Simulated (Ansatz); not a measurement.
The relaxed structure here is a generated cell of VSi2: the first start was made by placing the elements on the sites of a structure type, and the end was not matched to a known phase here, so it may be hypothetical.

The end point of a relaxation of VSi$_{2}$. Calculation: PBE (plane waves to 420 eV, PAW, scalar-relativistic; Ansatz, a quantum-chemistry and plane-wave program).

```
CELL_PARAMETERS angstrom
      4.26678     0.00000     0.00000
     -2.13339     3.69514     0.00000
      0.00000     0.00000     2.48895
ATOMIC_POSITIONS crystal
  V  0.00000 0.00000 0.00000
  Si 0.33333 0.66667 0.50000
  Si 0.66667 0.33333 0.50000
```

Task: Find the space group and the Wyckoff positions (tolerance 0.01 Å).

Result: Space group P6/mmm (No. 191); a = 4.2668 Å, b = 4.2668 Å, c = 2.4890 Å, α = 90.00°, β = 90.00°, γ = 120.00°

| atom | site | symmetry | x | y | z |
|---|---|---|---|---|---|
| V | 1a | 6/mmm | 0.0000 | 0.0000 | 0.0000 |
| Si | 2d | -6m2 | 0.3333 | 0.6667 | 0.5000 |

Task: Give the shortest distances between elements (the closest pairs, up to four, under 3.6 Å).

Result: Si–Si 2.46 Å; V–V 2.49 Å; Si–V 2.76 Å.

| Quantity | Result |
|---|---|
| Volume per atom | 13.08 Å³ |
| Band gap | zero (metallic) |
| Magnetic moment | zero (the starting moments vanished) |

No spin polarisation in the result: the starting moments vanished. The relaxed primitive cell holds an odd number of electrons. A magnetic state may lie lower.

The run could not lose the symmetry of its start: the end is stationary, and may be a saddle point rather than a minimum.

All atoms sit on sites fixed by symmetry, so only the cell could relax.
